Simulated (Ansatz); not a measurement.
Ta:
```
CELL_PARAMETERS angstrom
      2.86856     0.00000     0.00000
     -1.43428     2.48425     0.00000
      0.00000     0.00000     5.08334
ATOMIC_POSITIONS crystal
  Ta 0.33333 0.66667 0.75000
  Ta 0.66667 0.33333 0.25000
```

Relaxed with PBEsol. Special points in fractions of this cell's reciprocal vectors: Γ (0.000, 0.000, 0.000); M (0.500, 0.000, 0.000); K (0.333, 0.333, 0.000); A (0.000, 0.000, 0.500); L (0.500, 0.000, 0.500); H (0.333, 0.333, 0.500).

Q: List the band energies nearest the Fermi level at these points for DFT-PBEsol with spin–orbit coupling in the program Ansatz with PAW potentials.

A: In eV from the Fermi level; about four levels below and three above (degenerate sets whole), none deeper than 8.9 eV; points with the same levels are listed once.

```
k                    below                above
-  -----------------------  -------------------
Γ  -4.97 -4.97 -0.53 -0.53  0.02 0.02 0.37 0.37
M  -0.41 -0.41 -0.37 -0.37  0.46 0.46 1.00 1.00
K  -0.64 -0.64 -0.50 -0.50  1.22 1.22 4.15 4.15
A  -1.17 -1.17 -1.17 -1.17  0.44 0.44 0.44 0.44
L  -2.36 -2.36 -2.36 -2.36  1.53 1.53 1.53 1.53
H  -0.76 -0.76 -0.41 -0.41  1.52 1.52 1.76 1.76
```

Space group P6_3/mmc (hcp (Mg type)). The start of the workflow was typed in or built on a structure type; the Crystallography Open Database copy checked does not list it. It is not the phase usual at ambient conditions (space group No. 229). Symmetry was held in the PBEsol relaxation. At this level the phase is dynamically unstable (imaginary phonons). No spin polarisation was allowed.

Potentials: the earlier of the program's two PAW sets. The files were generated under PBE; for other functionals the program regenerates the frozen cores, and for LDA and PBEsol the local potential too.
